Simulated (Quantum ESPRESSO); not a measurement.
# HfNbTaF2O6: one run as intended and one with a planted mistake

Computed values, not a measurement. The program is pw.x of Quantum ESPRESSO 7.5 (plane-wave density functional theory). The cell is made up: 11 atoms on a fluorite lattice with one site empty, with randomly drawn elements, strain and displacements, not relaxed. PseudoDojo standard norm-conserving files (v0.5 for PBE, v0.4.1 for LDA and PBEsol) set the functional; there is no spin polarisation, spin-orbit coupling or dispersion term, and the masses in the input are unused placeholders.

The hafnium pseudopotential is less sure than the others, with forces about 3 percent (worst 6) and pressure in oxides about 1.5 GPa (worst 2.7) from a second method in checks, which no rerun with the same files tests.

Intended input:

```
&control calculation='scf', pseudo_dir='./dojo.nc.sr.pbe.v0_5.standard.upf', outdir='./o', disk_io='low', tprnfor=.true., tstress=.true. /
&system ibrav=0, nat=11, ntyp=5, nbnd=50, ecutwfc=84.00895049, nosym=.true., tot_charge=0,
 occupations='smearing', smearing='fd', degauss=0.0018374661
/
&electrons conv_thr=7.350e-09, electron_maxstep=60, /
ATOMIC_SPECIES
F 1.0 F.upf
Hf 1.0 Hf.upf
Nb 1.0 Nb.upf
O 1.0 O.upf
Ta 1.0 Ta.upf
CELL_PARAMETERS angstrom
5.1454 -0.0178 0.0109
-0.0178 5.0473 -0.007
0.0109 -0.007 5.1898
ATOMIC_POSITIONS angstrom
Hf -0.1226 -0.176 0.0189
Nb 2.671 0.1083 2.6253
Ta 2.5475 2.5057 -0.0593
F 1.2032 1.2003 1.2157
O 1.2098 1.2093 3.8443
O 1.2843 3.7613 1.1618
O 1.1967 3.7221 3.9509
O 3.9034 1.2313 1.2167
O 3.7146 1.118 3.8416
O 3.8565 3.7109 1.3994
F 3.8847 3.7544 3.8091
K_POINTS automatic
4 4 4 1 1 1
```

The log is shortened where brackets say so; the opening notice, blank lines, dates and the lines on written files are dropped, and the path of the files is cut. It prints rydbergs, bohrs and kilobars, and counts compression as positive stress. Where no state is partly filled, the Fermi energy that it prints is only some level between the filled and the empty states on the mesh, and need not lie in the true gap.

Log of the intended run:

```
     Program PWSCF v.7.5
     Parallel version (MPI & OpenMP), running on       4 processor cores
     Number of MPI processes:                 4
     Threads/MPI process:                     1
     [start-up lines left out]
     bravais-lattice index     =            0
     lattice parameter (alat)  =       9.7235  a.u.
     unit-cell volume          =     909.5309 (a.u.)^3
     number of atoms/cell      =           11
     number of atomic types    =            5
     number of electrons       =        88.00
     number of Kohn-Sham states=           50
     kinetic-energy cutoff     =      84.0090  Ry
     charge density cutoff     =     336.0358  Ry
     scf convergence threshold =      7.3E-09
     mixing beta               =       0.7000
     number of iterations used =            8  plain     mixing
     Exchange-correlation= PBE
                           (   1   4   3   4   0   0   0)
     [axes and pseudopotential details left out]
   Cartesian axes
     site n.     atom                  positions (alat units)
         1        Hf     tau(   1) = (  -0.0238269  -0.0342050   0.0036732  )
         2        Nb     tau(   2) = (   0.5191002   0.0210478   0.5102185  )
         3        Ta     tau(   3) = (   0.4950983   0.4869747  -0.0115248  )
         4        F      tau(   4) = (   0.2338380   0.2332744   0.2362673  )
         5        O      tau(   5) = (   0.2351207   0.2350235   0.7471272  )
         6        O      tau(   6) = (   0.2495995   0.7309964   0.2257921  )
         7        O      tau(   7) = (   0.2325748   0.7233780   0.7678446  )
         8        O      tau(   8) = (   0.7586131   0.2392992   0.2364617  )
         9        O      tau(   9) = (   0.7219204   0.2172797   0.7466025  )
        10        O      tau(  10) = (   0.7494982   0.7212014   0.2719688  )
        11        F      tau(  11) = (   0.7549788   0.7296554   0.7402862  )
     number of k points=    32  Fermi-Dirac smearing, width (Ry)=  0.0018
                       cart. coord. in units 2pi/alat
        k(    1) = (   0.1251816   0.1280438   0.1238414), wk =   0.0625000
        k(    2) = (   0.1246577   0.1283857   0.3717062), wk =   0.0625000
     [further k points left out]
     Dense  grid:    94637 G-vectors     FFT dimensions: (  60,  60,  60)
     Estimated max dynamical RAM per process >     234.85 MB
     Estimated total dynamical RAM >     870.08 MB
     Initial potential from superposition of free atoms
     starting charge      87.9949, renormalised to      88.0000
     Starting wfcs are   62 randomized atomic wfcs
     total cpu time spent up to now is        5.2 secs
     per-process dynamical memory:   169.4 Mb
     Self-consistent Calculation
     iteration #  1     ecut=    84.01 Ry     beta= 0.70
     Davidson diagonalization with overlap
     ethr =  1.00E-02,  avg # of iterations =  2.0
     total cpu time spent up to now is       11.7 secs
     total energy              =    -662.00929159 Ry
     estimated scf accuracy    <       6.08663948 Ry
     iteration #  2     ecut=    84.01 Ry     beta= 0.70
     Davidson diagonalization with overlap
     ethr =  6.92E-03,  avg # of iterations =  6.5
     total cpu time spent up to now is       24.0 secs
     total energy              =    -657.11675634 Ry
     estimated scf accuracy    <      57.91039906 Ry
     [iterations 3 to 17 left out]
     iteration # 18     ecut=    84.01 Ry     beta= 0.70
     Davidson diagonalization with overlap
     ethr =  7.59E-11,  avg # of iterations =  2.5
     total cpu time spent up to now is      140.6 secs
     total energy              =    -665.32487981 Ry
     estimated scf accuracy    <       0.00000001 Ry
     iteration # 19     ecut=    84.01 Ry     beta= 0.70
     Davidson diagonalization with overlap
     ethr =  1.37E-11,  avg # of iterations =  4.9
     total cpu time spent up to now is      147.5 secs
     End of self-consistent calculation
     [lines on levels left out]
     the Fermi energy is     9.8912 ev
!    total energy              =    -665.32487981 Ry
     estimated scf accuracy    <          3.8E-09 Ry
     smearing contrib. (-TS)   =      -0.00000000 Ry
     internal energy E=F+TS    =    -665.32487981 Ry
     The total energy is F=E-TS. E is the sum of the following terms:
     one-electron contribution =    -190.88079722 Ry
     hartree contribution      =     140.79219274 Ry
     xc contribution           =    -155.65700592 Ry
     ewald contribution        =    -459.57926942 Ry
     convergence has been achieved in  19 iterations
     Forces acting on atoms (cartesian axes, Ry/au):
     atom    1 type  2   force =     0.09952370    0.00283534    0.04858902
     atom    2 type  3   force =    -0.04281990    0.02012517   -0.03473478
     atom    3 type  5   force =    -0.14913238    0.04481873    0.03706088
     atom    4 type  1   force =     0.06441088    0.00918867   -0.00152377
     atom    5 type  4   force =     0.08728456   -0.02223806    0.02430729
     atom    6 type  4   force =     0.07626619   -0.01017127   -0.02467910
     atom    7 type  4   force =     0.12925003   -0.00700480    0.00111682
     atom    8 type  4   force =    -0.12400516   -0.02596016   -0.02053751
     atom    9 type  4   force =    -0.02398399   -0.00103635    0.01613214
     atom   10 type  4   force =    -0.06976350    0.03207877   -0.07862262
     atom   11 type  1   force =    -0.04703042   -0.04263605    0.03289164
     Total force =     0.334761     Total SCF correction =     0.000105
     Computing stress (Cartesian axis) and pressure
          total   stress  (Ry/bohr**3)                   (kbar)     P=     -173.63
  -0.00137510   0.00033787   0.00036391         -202.28       49.70       53.53
   0.00033787  -0.00082817  -0.00026824           49.70     -121.83      -39.46
   0.00036391  -0.00026824  -0.00133760           53.53      -39.46     -196.77
     init_run     :      4.80s CPU      4.96s WALL (       1 calls)
     electrons    :    141.86s CPU    142.28s WALL (       1 calls)
     forces       :      1.32s CPU      1.35s WALL (       1 calls)
     stress       :      4.41s CPU      4.52s WALL (       1 calls)
     [timing details left out]
     PWSCF        :   2m32.71s CPU   2m33.48s WALL
     JOB DONE.
```

A second run has one planted mistake: the plane-wave cutoff is too low. The input lines that differ, file-writing options aside:

```
- &system ibrav=0, nat=11, ntyp=5, nbnd=50, ecutwfc=84.00895049, nosym=.true., tot_charge=0,
+ &system ibrav=0, nat=11, ntyp=5, nbnd=50, ecutwfc=45.93665272, nosym=.true., tot_charge=0,
```

Its log:

```
     Program PWSCF v.7.5
     Parallel version (MPI & OpenMP), running on       4 processor cores
     Number of MPI processes:                 4
     Threads/MPI process:                     1
     [start-up lines left out]
     bravais-lattice index     =            0
     lattice parameter (alat)  =       9.7235  a.u.
     unit-cell volume          =     909.5309 (a.u.)^3
     number of atoms/cell      =           11
     number of atomic types    =            5
     number of electrons       =        88.00
     number of Kohn-Sham states=           50
     kinetic-energy cutoff     =      45.9367  Ry
     charge density cutoff     =     183.7466  Ry
     scf convergence threshold =      7.3E-09
     mixing beta               =       0.7000
     number of iterations used =            8  plain     mixing
     Exchange-correlation= PBE
                           (   1   4   3   4   0   0   0)
     [axes and pseudopotential details left out]
   Cartesian axes
     site n.     atom                  positions (alat units)
         1        Hf     tau(   1) = (  -0.0238269  -0.0342050   0.0036732  )
         2        Nb     tau(   2) = (   0.5191002   0.0210478   0.5102185  )
         3        Ta     tau(   3) = (   0.4950983   0.4869747  -0.0115248  )
         4        F      tau(   4) = (   0.2338380   0.2332744   0.2362673  )
         5        O      tau(   5) = (   0.2351207   0.2350235   0.7471272  )
         6        O      tau(   6) = (   0.2495995   0.7309964   0.2257921  )
         7        O      tau(   7) = (   0.2325748   0.7233780   0.7678446  )
         8        O      tau(   8) = (   0.7586131   0.2392992   0.2364617  )
         9        O      tau(   9) = (   0.7219204   0.2172797   0.7466025  )
        10        O      tau(  10) = (   0.7494982   0.7212014   0.2719688  )
        11        F      tau(  11) = (   0.7549788   0.7296554   0.7402862  )
     number of k points=    32  Fermi-Dirac smearing, width (Ry)=  0.0018
                       cart. coord. in units 2pi/alat
        k(    1) = (   0.1251816   0.1280438   0.1238414), wk =   0.0625000
        k(    2) = (   0.1246577   0.1283857   0.3717062), wk =   0.0625000
     [further k points left out]
     Dense  grid:    38255 G-vectors     FFT dimensions: (  45,  45,  45)
     Estimated max dynamical RAM per process >     101.50 MB
     Estimated total dynamical RAM >     377.97 MB
     Check: negative core charge=   -0.000232
     Initial potential from superposition of free atoms
     starting charge      87.9949, renormalised to      88.0000
     Starting wfcs are   62 randomized atomic wfcs
     total cpu time spent up to now is        1.8 secs
     per-process dynamical memory:    71.1 Mb
     Self-consistent Calculation
     iteration #  1     ecut=    45.94 Ry     beta= 0.70
     Davidson diagonalization with overlap
     ethr =  1.00E-02,  avg # of iterations =  2.0
     total cpu time spent up to now is        4.3 secs
     total energy              =    -661.61616008 Ry
     estimated scf accuracy    <       5.33833372 Ry
     iteration #  2     ecut=    45.94 Ry     beta= 0.70
     Davidson diagonalization with overlap
     ethr =  6.07E-03,  avg # of iterations =  6.7
     total cpu time spent up to now is        8.4 secs
     total energy              =    -656.76559053 Ry
     estimated scf accuracy    <      54.04744362 Ry
     [iterations 3 to 16 left out]
     iteration # 17     ecut=    45.94 Ry     beta= 0.70
     Davidson diagonalization with overlap
     ethr =  7.11E-11,  avg # of iterations =  2.0
     total cpu time spent up to now is       50.8 secs
     total energy              =    -664.46238820 Ry
     estimated scf accuracy    <       0.00000001 Ry
     iteration # 18     ecut=    45.94 Ry     beta= 0.70
     Davidson diagonalization with overlap
     ethr =  1.54E-11,  avg # of iterations =  3.8
     total cpu time spent up to now is       53.5 secs
     End of self-consistent calculation
     [lines on levels left out]
     the Fermi energy is     9.9360 ev
!    total energy              =    -664.46238821 Ry
     estimated scf accuracy    <          1.6E-09 Ry
     smearing contrib. (-TS)   =      -0.00000000 Ry
     internal energy E=F+TS    =    -664.46238821 Ry
     The total energy is F=E-TS. E is the sum of the following terms:
     one-electron contribution =    -189.23289319 Ry
     hartree contribution      =     139.71869549 Ry
     xc contribution           =    -155.36892108 Ry
     ewald contribution        =    -459.57926942 Ry
     convergence has been achieved in  18 iterations
     Forces acting on atoms (cartesian axes, Ry/au):
     atom    1 type  2   force =     0.09880406    0.00032203    0.04933952
     atom    2 type  3   force =    -0.04191012    0.02062095   -0.03654297
     atom    3 type  5   force =    -0.15020046    0.04582792    0.03673671
     atom    4 type  1   force =     0.06056699    0.00813341   -0.00191325
     atom    5 type  4   force =     0.08703986   -0.01961146    0.02073074
     atom    6 type  4   force =     0.07506896   -0.00946784   -0.02527785
     atom    7 type  4   force =     0.12700449   -0.00805503    0.00381083
     atom    8 type  4   force =    -0.12268661   -0.02546246   -0.02103297
     atom    9 type  4   force =    -0.02192608   -0.00244632    0.01834425
     atom   10 type  4   force =    -0.06726229    0.03005192   -0.07785756
     atom   11 type  1   force =    -0.04449880   -0.03991313    0.03366255
     Total force =     0.331040     Total SCF correction =     0.000089
     Computing stress (Cartesian axis) and pressure
          total   stress  (Ry/bohr**3)                   (kbar)     P=     -759.48
  -0.00533791   0.00036623   0.00036478         -785.23       53.87       53.66
   0.00036623  -0.00483449  -0.00028980           53.87     -711.18      -42.63
   0.00036478  -0.00028980  -0.00531620           53.66      -42.63     -782.04
     init_run     :      1.59s CPU      1.66s WALL (       1 calls)
     electrons    :     51.48s CPU     51.67s WALL (       1 calls)
     forces       :      0.50s CPU      0.51s WALL (       1 calls)
     stress       :      1.74s CPU      1.74s WALL (       1 calls)
     [timing details left out]
     PWSCF        :     55.46s CPU     55.75s WALL
     JOB DONE.
```

```
                                            intended run  run with the mistake
                          free energy (eV)     -9052.206             -9040.471
                    smearing term -TS (eV)        0.0000                0.0000
                            pressure (GPa)        -17.36                -75.95
            largest force component (eV/Å)         3.834                 3.862
largest change of a force component (eV/Å)                               0.099
                                iterations            19                    18
```

For scale, a rerun of the intended cell at 1467 eV and a 6 x 6 x 6 mesh moved values by no more than 0.002 eV in energy, 0.06 GPa in stress and 0.010 eV/Å in force.